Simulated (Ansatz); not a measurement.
Start of a relaxation of SiO3:

```yaml
crystal:
  lattice:
    - [-3.34022, 3.34022, 1.82339]
    - [3.34022, -3.34022, 1.82339]
    - [3.34022, 3.34022, -1.82339]
  atoms:
    - { symbol: Si, position: [0.00000, 0.00000, 0.00000] }
    - { symbol: Si, position: [0.75000, 0.25000, 0.50000] }
    - { symbol: O, position: [0.50000, 0.50000, 0.00000] }
    - { symbol: O, position: [0.87500, 0.62500, 0.75000] }
    - { symbol: O, position: [0.87500, 0.12500, 0.25000] }
    - { symbol: O, position: [0.87500, 0.12500, 0.75000] }
    - { symbol: O, position: [0.37500, 0.12500, 0.25000] }
    - { symbol: O, position: [0.25000, 0.75000, 0.50000] }
```

All numbers below come from Ansatz, DFT PBE, scalar-relativistic, plane waves, PAW. Cutoff 420 eV, Gaussian smearing, Γ-centred meshes. Cell and atoms relax on a converged mesh. In metals the finer mesh still leaves noise of several meV/atom or more. The steps can't lower the symmetry of their start. Collinear spin is switched on along the way, since trial moments persisted in a coarse test.

A guess keeps its type if space group and coordination stay and the shape of the cell changes little (axis ratios within about 15 %, angles within 6°); the volume may change.

Task: Will the relaxed cell still be of the starting type?

Result: It keeps its type. The symmetry stays I4_1/amd (No. 141). The volume per atom grows by 1.1 %, from 10.2 to 10.3 Å³. The shortest distance goes from 1.73 Å (Si–O) to 1.76 Å (Si–O). The ratio c/a of the conventional cell changes by a factor of 0.95. Counting neighbours within 15 % of an atom's shortest distance, the start has O 2, Si 6 and the end O 2, Si 6.

The last run used collinear spin, a 12×12×12 mesh for its 8-atom cell and Gaussian smearing of 0.10 eV. The magnetic state reached may not be the lowest. Symmetry constrained the relaxation, so the result can be a saddle point.
